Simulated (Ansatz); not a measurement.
# PIr2: pressure against volume, fitted

```
CELL_PARAMETERS angstrom
0.00000 2.76750 2.76750
2.76750 0.00000 2.76750
2.76750 2.76750 0.00000
ATOMIC_POSITIONS crystal
P 0.00000 0.00000 0.00000
Ir 0.25000 0.25000 0.25000
Ir 0.75000 0.75000 0.75000
```

Atom numbers follow the list: P1, Ir2, Ir3.

The geometry is COD entry 1011371, unchecked; take it as a test cell.

Spin polarisation is left out, and whether a magnetic state lies lower isn't shown here.

No spin–orbit coupling, which matters for the heavy atoms here.

Computed with DFT, LDA, all-electron LAPW, scalar-relativistic (Ansatz 0.2.0).

Numerical set-up: a Γ-centred 11×11×11 k mesh, Fermi–Dirac smearing of 0.05 eV, basis error target 1 meV/atom, no spin polarisation.

The cell is scaled evenly. Fractional coordinates are held (clamped ions).

| V (Å³/atom) | P (GPa) |
| --- | --- |
| 13.283 | 16.37 |
| 13.848 | 1.44 |
| 13.990 | -1.77 |
| 14.131 | -4.79 |
| 14.272 | -7.64 |
| 14.414 | -10.32 |
| 14.696 | -15.22 |
| 14.979 | -19.55 |

(1) Fit a third-order Birch–Murnaghan curve to the pressures.

(2) Predict the pressure at the withheld volume, 13.566 Å³/atom.

Results:

(1) P = (3B0/2)(y^(7/2) − y^(5/2))[1 + (3/4)(B0′ − 4)(y − 1)] with y = (V0/V)^(2/3) fits within 0.01 GPa for V0 = 13.911 Å³/atom, B0 = 316.8 GPa and B0′ = 4.90.

(2) There y = 1.0169, so the fit gives 8.45 GPa; the run gave 8.46 GPa.
